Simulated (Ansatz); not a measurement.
ZrCu:
```yaml
crystal:
  lattice:
    - [5.33875, 0.00000, 0.00000]
    - [0.00000, 4.92048, 0.00000]
    - [-0.94713, 0.00000, 6.54885]
  atoms:
    - { symbol: Cu, position: [0.44635, 0.75789, 0.33327] }
    - { symbol: Cu, position: [0.44635, 0.24211, 0.33327] }
    - { symbol: Zr, position: [0.00410, 0.50000, 0.45346] }
    - { symbol: Cu, position: [0.39856, 0.00000, 0.98473] }
    - { symbol: Zr, position: [0.74119, 0.00000, 0.69890] }
    - { symbol: Cu, position: [0.21976, 0.00000, 0.61161] }
    - { symbol: Zr, position: [0.95570, 0.00000, 0.18958] }
    - { symbol: Cu, position: [0.51092, 0.50000, 0.65053] }
    - { symbol: Zr, position: [0.12807, 0.50000, 0.91508] }
    - { symbol: Zr, position: [0.65330, 0.50000, 0.05035] }
```

Relaxed with r²SCAN. Special points in fractions of this cell's reciprocal vectors: Γ (0.000, 0.000, 0.000); Z (0.000, 0.500, 0.000); D (0.000, 0.500, 0.500); B (0.000, 0.000, 0.500); A (-0.500, 0.000, 0.500); E (-0.500, 0.500, 0.500); C2 (-0.500, 0.500, 0.000); Y2 (-0.500, 0.000, 0.000).

Q: List the band energies nearest the Fermi level at these points for the program Ansatz at the r²SCAN level (PAW).

A: In eV from the Fermi level; about four levels below and three above (degenerate sets whole), none deeper than 8.9 eV; points with the same levels are listed once.

```tsv
k	below	above
Γ	-1.10 -0.95 -0.68 -0.34	0.29 0.38 0.48
Z	-0.86 -0.56 -0.46 -0.27	0.09 0.26 0.36
D	-0.77 -0.75 -0.50 -0.13	0.21 0.33 0.61
B	-0.48 -0.41 -0.29 -0.13	0.46 0.52 1.00
A	-0.81 -0.66 -0.13 -0.06	0.19 0.36 0.62
E	-0.78 -0.66 -0.47 -0.24	0.19 0.25 0.32
C2	-1.41 -1.41 -1.16 -0.54 -0.10	0.44 0.68 0.76
Y2	-0.76 -0.56 -0.35 -0.12	0.15 0.51 1.14
```

Space group Pm. The start of the workflow was typed in or built on a structure type; neither database checked (COD, Materials Project) lists it. Whether it is the stable phase at ambient conditions was not checked. The r²SCAN relaxation kept the symmetry of its start; its stability against distortions is not shown here. No spin polarisation was allowed. Scalar-relativistic: spin–orbit coupling is off unless named, which matters more the heavier the elements.

Potentials: the earlier of the program's two PAW sets.
